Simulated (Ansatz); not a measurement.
Here is the system:

Ti:
```
CELL_PARAMETERS angstrom
      4.45100     0.00000     0.00000
     -2.22550     3.85468     0.00000
      0.00000     0.00000     2.77045
ATOMIC_POSITIONS crystal
  Ti 0.00000 0.00000 0.00000
  Ti 0.33333 0.66667 0.50000
  Ti 0.66667 0.33333 0.50000
```

This is the LDA-relaxed structure. Tensor components refer to the Cartesian frame of this cell.

All from LDA in the plane-wave PAW code Ansatz, unless another level is named. Estimate the Hill bulk and shear moduli.

128 and 59.6 GPa.

What about the elastic constants (relaxed ions, GPa)?

C11 = 208, C12 = 101, C13 = 66.7, C33 = 264, C44 = 52.2.

And the highest zone-centre frequency?

223 cm^-1.

Space group P6/mmm. This is a known high-pressure phase of the composition, computed here at zero pressure and temperature. The cell was relaxed with LDA under the symmetry of its start; of distortions, only those at the zone centre were tested. No spin polarisation was allowed. As this level gives no gap, shear constants depend on the k-mesh and smearing (Fermi–Dirac, 0.1 eV here). As this level gives no gap, phonon frequencies hold no LO–TO term and depend on the k-mesh and smearing (Fermi–Dirac, 0.1 eV here).

Potentials: the earlier of the program's two PAW sets.
